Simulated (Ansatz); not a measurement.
TePb₂S in space group P4/mmm (No. 123; Te on 1c, Pb on 1a, Pb on 1d, S on 1b) at seven volumes, LDA in the plane-wave PAW code Ansatz, shape and atoms relaxed at each. One row is withheld.

| V (Å³/atom) | P (GPa) |
|---|---|
| 26.429 | 6.26 |
| 27.300 | 3.81 |
| 28.172 | 1.73 |
| 29.043 | -0.03 |
| 29.914 | -1.51 |
| 30.785 | -2.79 |
| 31.657 | ? |

### Question
Fit the shown pressures and predict the withheld one.

### Answer
P = (3/2)B₀(x^(7/2) − x^(5/2))[1 + (3/4)(B′ − 4)(x − 1)] with x = (V₀/V)^(2/3). Least squares on the six rows gives V₀ = 29.029 Å³/atom, B₀ = 54.1 GPa, B′ = 4.47. At V = 31.657, x = 0.9439 and P = -3.86 GPa. The run itself gave -3.88 GPa.

The first step of the workflow began from a Materials Project structure, measured or hypothetical; the Crystallography Open Database copy checked does not list it. With Te and S taken as one species the cell has the higher symmetry Fm-3m, so it may be an ordered model of a mixed-site phase. Its standing as an ambient phase is unchecked. The LDA relaxation kept the symmetry of its start. At this level the phase is dynamically unstable (imaginary phonons). Scalar-relativistic: spin–orbit coupling is off unless named, which matters more the heavier the elements.

Potentials: the later of the program's two PAW sets.
